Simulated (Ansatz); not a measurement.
Geometry optimisation in Ansatz: input, command and trajectory.

```yaml
crystal:
  lattice:
    - [4.2689065939, 0.0, 0.0]
    - [0.0, 4.2689065939, 0.0]
    - [0.0, 0.0, 11.021589052]
  atoms:
    - { symbol: Sr, position: [0.0, 0.0, 0.0] }
    - { symbol: Sr, position: [0.5, 0.5, 0.5] }
    - { symbol: Si, position: [0.0, 0.0, 0.3903021905] }
    - { symbol: Si, position: [0.5, 0.5, 0.1096978095] }
    - { symbol: Si, position: [0.5, 0.5, 0.8903021905] }
    - { symbol: Si, position: [0.0, 0.0, 0.6096978095] }
    - { symbol: Ag, position: [0.0, 0.5, 0.25] }
    - { symbol: Ag, position: [0.5, 0.0, 0.25] }
    - { symbol: Ag, position: [0.5, 0.0, 0.75] }
    - { symbol: Ag, position: [0.0, 0.5, 0.75] }
basis:
  ecutwfc: 420
kpoints:
  mp_grid: { grid: [8, 8, 4] }
hamiltonian:
  xc: pbesol
scf:
  occupations: { method: gaussian, width: 0.1 }
output:
  forces: true
  stress: true
  eigenvalues: true
relax:
  adjacent_minimum: "off"
  f_tol: 0.008
  max_steps: 40
  cell: { stress_tol: 0.015, fix: [c, angles] }
```

```bash
ansatz run input.yaml --threads 1 --pin off --max-ram 2560MiB --backend cpu --events-out ev --progress --plain --runs-dir out
```

Level of theory: DFT PBEsol, scalar-relativistic, plane waves, PAW (Ansatz 0.2.0).

Of 5 frames 4 are shown, positions in Å and forces in eV/Å; the SCF threshold varies from step to step. Steps run on the plane waves of an earlier cell, with a Pulay correction in the pressure. The basis is chosen afresh for the last frame, the zero of the energies, and at times for earlier ones too; energy and pressure can step there, also at an unchanged geometry. Where two frames share a geometry here, they differ by under 2 meV/atom and 0.3 GPa.

```xyz
10
Lattice="4.2689 0.0000 0.0000 0.0000 4.2689 0.0000 0.0000 0.0000 11.0216" Properties=species:S:1:pos:R:3:forces:R:3 pbc="T T T" step=1 free_energy_over_end_meV_per_atom=0.42 pressure_GPa=-2.63
Sr    0.0000    0.0000    0.0000    0.0000    0.0000    0.0000
Sr    2.1345    2.1345    5.5108    0.0000    0.0000    0.0000
Si    0.0000    0.0000    4.3018    0.0000    0.0000    0.1146
Si    2.1345    2.1345    1.2090    0.0000    0.0000   -0.1146
Si    2.1345    2.1345    9.8125    0.0000    0.0000    0.1146
Si    0.0000    0.0000    6.7198    0.0000    0.0000   -0.1146
Ag    0.0000    2.1345    2.7554    0.0000    0.0000    0.0000
Ag    2.1345    0.0000    2.7554    0.0000    0.0000    0.0000
Ag    2.1345    0.0000    8.2662    0.0000    0.0000    0.0000
Ag    0.0000    2.1345    8.2662    0.0000    0.0000    0.0000
10
Lattice="4.2512 0.0000 0.0000 0.0000 4.2512 0.0000 0.0000 0.0000 11.0216" Properties=species:S:1:pos:R:3:forces:R:3 pbc="T T T" step=2 free_energy_over_end_meV_per_atom=0.05 pressure_GPa=-2.04
Sr    0.0000    0.0000    0.0000    0.0000    0.0000    0.0000
Sr    2.1256    2.1256    5.5108    0.0000    0.0000    0.0000
Si    0.0000    0.0000    4.3085    0.0000    0.0000    0.0553
Si    2.1256    2.1256    1.2023    0.0000    0.0000   -0.0553
Si    2.1256    2.1256    9.8193    0.0000    0.0000    0.0553
Si    0.0000    0.0000    6.7131    0.0000    0.0000   -0.0553
Ag    0.0000    2.1256    2.7554    0.0000    0.0000    0.0000
Ag    2.1256    0.0000    2.7554    0.0000    0.0000    0.0000
Ag    2.1256    0.0000    8.2662    0.0000    0.0000    0.0000
Ag    0.0000    2.1256    8.2662    0.0000    0.0000    0.0000
10
Lattice="4.2548 0.0000 0.0000 0.0000 4.2548 0.0000 0.0000 0.0000 11.0216" Properties=species:S:1:pos:R:3:forces:R:3 pbc="T T T" step=3 free_energy_over_end_meV_per_atom=-0.01 pressure_GPa=-2.17
Sr    0.0000    0.0000    0.0000    0.0000    0.0000    0.0000
Sr    2.1274    2.1274    5.5108    0.0000    0.0000    0.0000
Si    0.0000    0.0000    4.3106    0.0000    0.0000    0.0240
Si    2.1274    2.1274    1.2002    0.0000    0.0000   -0.0240
Si    2.1274    2.1274    9.8214    0.0000    0.0000    0.0240
Si    0.0000    0.0000    6.7110    0.0000    0.0000   -0.0240
Ag    0.0000    2.1274    2.7554    0.0000    0.0000    0.0000
Ag    2.1274    0.0000    2.7554    0.0000    0.0000    0.0000
Ag    2.1274    0.0000    8.2662    0.0000    0.0000    0.0000
Ag    0.0000    2.1274    8.2662    0.0000    0.0000    0.0000
10
Lattice="4.2559 0.0000 0.0000 0.0000 4.2559 0.0000 0.0000 0.0000 11.0216" Properties=species:S:1:pos:R:3:forces:R:3 pbc="T T T" step=5 free_energy_over_end_meV_per_atom=0.00 pressure_GPa=-2.21
Sr    0.0000    0.0000    0.0000    0.0000    0.0000    0.0000
Sr    2.1279    2.1279    5.5108    0.0000    0.0000    0.0000
Si    0.0000    0.0000    4.3123    0.0000    0.0000   -0.0003
Si    2.1279    2.1279    1.1985    0.0000    0.0000    0.0003
Si    2.1279    2.1279    9.8231    0.0000    0.0000   -0.0003
Si    0.0000    0.0000    6.7093    0.0000    0.0000    0.0003
Ag    0.0000    2.1279    2.7554    0.0000    0.0000    0.0000
Ag    2.1279    0.0000    2.7554    0.0000    0.0000    0.0000
Ag    2.1279    0.0000    8.2662    0.0000    0.0000    0.0000
Ag    0.0000    2.1279    8.2662    0.0000    0.0000    0.0000
```

It took 2.7 min on 1 thread of Arm Neoverse V2, with other jobs on the host, peak memory 0.71 GiB.